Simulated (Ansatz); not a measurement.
Here is the system:

Bi2HSe3:
Space group R3m, hexagonal axes (No. 160); a = 4.0122 Å, b = 4.0122 Å, c = 30.7454 Å, α = 90.00°, β = 90.00°, γ = 120.00°

```tsv
atom	site	symmetry	x	y	z
Se	3a	3m	0.0000	0.0000	0.9988
Bi	3a	3m	0.0000	0.0000	0.3953
Bi	3a	3m	0.0000	0.0000	0.6010
Se	3a	3m	0.0000	0.0000	0.7874
Se	3a	3m	0.0000	0.0000	0.2138
H	3a	3m	0.0000	0.0000	0.8381
```
(The calculation used a cell of 6 atoms; values per cell refer to that cell.)

This is the LDA-relaxed structure.

**Question.** All from LDA (plane waves, PAW; program Ansatz), unless another level is named. Predict the electronic character.

**Answer.** metallic (no gap).

**Question.** Give the formation energy from the elements (no fitted shifts).

**Answer.** -0.13 eV/atom.

**Question.** And the density of states at the Fermi level?

**Answer.** 0.39 states/eV per atom (mean over ±0.08 eV).

The start of the workflow was typed in or built on a structure type; neither database checked (COD, Materials Project) lists it. Whether it is the stable phase at ambient conditions was not checked. The LDA relaxation kept the symmetry of its start; its stability against distortions is not shown here. A crystal of weakly bound layers computed without a dispersion correction: the cell and the soft elastic constants depend strongly on that. With an odd number of electrons in the cell and no spin polarisation, the count alone makes it a metal. The references are the lowest solids computed at this level, not always the standard phases (solids in place of the gases). Spin–orbit coupling is left out wherever it is not named.

Potentials: the later of the program's two PAW sets.
